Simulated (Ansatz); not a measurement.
Ansatz (a program for electronic structure) input:

Ansatz 0.2 input:
```yaml
crystal:
  lattice:
    - [4.3094275273, 0.0, 0.0]
    - [-2.1547137636, 3.7320737144, 0.0]
    - [0.0, 0.0, 3.6561854538]
  atoms:
    - { symbol: Li, position: [0.0, 0.0, 0.0] }
    - { symbol: C, position: [0.0, 0.3336039085, 0.5] }
    - { symbol: C, position: [0.0, 0.6663960915, 0.5] }
    - { symbol: C, position: [0.6663960915, 0.0, 0.5] }
    - { symbol: C, position: [0.3336039085, 0.0, 0.5] }
    - { symbol: C, position: [0.6663960915, 0.6663960915, 0.5] }
    - { symbol: C, position: [0.3336039085, 0.3336039085, 0.5] }
kpoints:
  mp_grid: { grid: [11, 11, 11] }
hamiltonian:
  xc: pbesol
  pseudopotentials: { kind: paw }
scf:
  occupations: { method: fermi_dirac, width: 0.1 }
phonons:
  method: dfpt
  response_accuracy: low
  eigenvectors: true
  rigid_motions: translations
```

Output (shortened):

```
Pseudopotential: Li, paw, valence charge 3
Pseudopotential: C, paw, valence charge 4
Functional definition: PBEsol
Crystal: 7 atoms, lattice volume = 58.803 Å³
Basis set: ecut = 420 eV, 1147 PW (Γ), exchange–correlation on 60×60×50 points (8 copies of the dense FFT grid, shifted against one another)
Bands: 21, of which v1, the nominal top of the filled ones, is band 14 counted from 1 (13 counted from 0)
Symmetry: 24 space group operations
k-points: 366 of 1331 (irreducible under 2 space group operations, time reversal used)
SCF iter   1: F=—  HF=-1683.420975 eV  |F-HF|=—  |Δ(HF+E_count)|=         —  Δρ=4.11e-3  dr2=1.04e-2  ethr=1.77e-3  ⟨swp⟩=5.9  Hψ=39559  notcnv=0  defer=144
preconditioner: auto → LDOS
SCF iter   2: F=—  HF=-1683.419179 eV  |F-HF|=—  |Δ(HF+E_count)|=   1.80e-3  Δρ=1.73e-3  dr2=2.28e-3  ethr=3.86e-5  ⟨swp⟩=2.8  Hψ=15868  notcnv=0  defer=225
SCF iter   3: F=—  HF=-1683.418377 eV  |F-HF|=—  |Δ(HF+E_count)|=   8.02e-4  Δρ=3.74e-4  dr2=1.18e-4  ethr=8.44e-6  ⟨swp⟩=2.0  Hψ=11023  notcnv=0  defer=225
SCF iter   4: F=—  HF=-1683.418348 eV  |F-HF|=—  |Δ(HF+E_count)|=   2.87e-5  Δρ=5.84e-5  dr2=1.95e-6  ethr=4.37e-7  ⟨swp⟩=2.0  Hψ=10748  notcnv=0  defer=225
SCF iter   5: F=—  HF=-1683.418350 eV  |F-HF|=—  |Δ(HF+E_count)|=   1.59e-6  Δρ=8.49e-6  dr2=6.29e-8  ethr=7.21e-9  ⟨swp⟩=2.0  Hψ=10914  notcnv=0  defer=225
SCF iter   6: F=—  HF=-1683.418350 eV  |F-HF|=—  |Δ(HF+E_count)|=   4.86e-8  Δρ=1.14e-6  dr2=1.06e-9  ethr=2.33e-10  ⟨swp⟩=2.0  Hψ=11776  notcnv=0  defer=225
SCF iter   7: F=-1683.418350 eV  HF=-1683.418350 eV  |F-HF|=4.55e-13  |Δ(HF+E_count)|=  3.46e-11  Δρ=1.31e-7  dr2=9.90e-12  ethr=1.00e-12  ⟨swp⟩=10.1  Hψ=46490  notcnv=0
SCF 1 converged in 7 iterations: F = -1683.418350 eV  dr2 = 9.90e-12
DFPT response loops at Γ: preconditioner auto → Kerker (q_TF=auto, 2.396 Å⁻¹) (partly filled bands, converged f_vac=0.025) …
phonon interpolation: 12 periodic images of 12 blocks of the force constants (a block to an ordered pair of atoms and a translation) lie up to 3.03e-3 Å …
SCF converged after 7 iterations
Free energy (F): -1683.418350 eV
Harris-Foulkes:  -1683.418350 eV  (|F-HF|=4.55e-13)
Internal energy: -1683.383258 eV  (E = F + TS)
E sigma→0 (E₀):  -1683.400804 eV
Entropy (-TS):   -0.035092 eV (-5.013 meV/atom)
Fermi energy:    8.576771 eV
--- Per-component energies (eV) ---
  E_band       = -115.010029
  E_kinetic    = 571.579016
  E_local      = -1023.552239  (includes V_loc(G=0)·N_el)
  E_nonlocal   = 129.740653
  E_hartree    = 316.166616
  E_xc         = -298.307852
  E_vxc        = -371.620654  (∫ρ·V_xc dr)
  E_paw        = -592.488613  (= ΣΔE_a)
  E_vpaw       = -53.490008  (= ΣTr[D̂ρ^β])
  E_aug_tail   = 0.000051  (compensation charges beyond the density's cutoff)
  E_ewald      = -786.647495
  E_core_change = 0.126603  (= ΣΔE_core)
  E_smearing   = -0.035092  (= −TS)
  E_closure    =  0.000000  (closes the sum)
  Σ components = -1683.418350   (vs F -1683.418350, Δ=0.00e0)
  [band-id]    e_kinetic+e_local+e_nonlocal+2·e_hartree+e_vxc+e_vpaw+e_augmentation_tail = -115.009948   (vs E_band -115.010029, Δ=8.10e-5)
--- Band table (eV; the first three rows and the last of 366) ---
  k-point 0: bands = ["-38.3444", "-12.1909", "-5.4769", "-5.4769", "-5.1691", "-5.1691", "-3.3883", "-3.1100", "-0.0881", "4.2873", "4.2873", "7.2210", "7.2210", "7.5691", "7.5691", "10.0159", "14.9909", "14.9909", "15.8514", "15.8514", "16.5330"]
  k-point 1: bands = ["-38.3443", "-12.1823", "-5.4655", "-5.4655", "-5.1605", "-5.1605", "-3.3929", "-3.1041", "-0.1933", "4.2890", "4.2890", "7.0851", "7.0851", "7.4802", "7.4802", "10.2989", "15.0769", "15.0769", "16.0587", "16.0587", "16.5630"]
  k-point 2: bands = ["-38.3438", "-12.1592", "-5.4347", "-5.4347", "-5.1375", "-5.1375", "-3.4044", "-3.0878", "-0.4610", "4.2939", "4.2939", "6.7493", "6.7493", "7.2531", "7.2531", "11.0920", "15.1975", "15.1975", "16.6475", "16.7357", "16.7357"]
  k-point 365: bands = ["-38.3422", "-10.7511", "-9.3472", "-7.3789", "-5.1646", "-1.7788", "0.2237", "0.3070", "0.4497", "0.7270", "1.8501", "2.0012", "3.6106", "8.3038", "11.2583", "14.0463", "14.5619", "15.7171", "15.9575", "16.7175", "17.3166"]
--- Phonons (Γ-DFPT): 4 representative perturbations + reference, on 366 of 1331 k-points (Σ response iterations 12) ---
  ASR residual: 5.676e-5 → 0.000e0 eV/Å²; symmetrization residual: 2.644e-6 eV/Å²
  ASR residual per site (eV/Å²): 2.34e-5 4.36e-5 4.36e-5 5.68e-5 5.68e-5 4.36e-5 4.36e-5
  Γ frequencies (cm⁻¹): 0.00 0.00 0.00 218.96 218.96 458.21 461.19 461.19 506.03 506.03 773.76 962.94 987.23 1156.65 1156.65 1161.73 1161.73 1387.21 1394.59 1394.59 1422.54
  non-analytic LO–TO correction: not included (Born effective charges unavailable; polar crystals: no LO–TO splitting at Γ)
```

Cost: around 3 core-minutes (rough) on shared cores.

Space group P6/mmm. The first step of the workflow began from a Materials Project structure, measured or hypothetical; the Crystallography Open Database copy checked does not list it. Its standing as an ambient phase is unchecked. The PBEsol relaxation kept the symmetry of its start; of distortions, only those at the zone centre were tested. As this level gives no gap, phonon frequencies hold no LO–TO term and depend on the k-mesh and smearing (Fermi–Dirac, 0.1 eV here).

Potentials: the later of the program's two PAW sets.

Ansatz is a plane-wave DFT program.
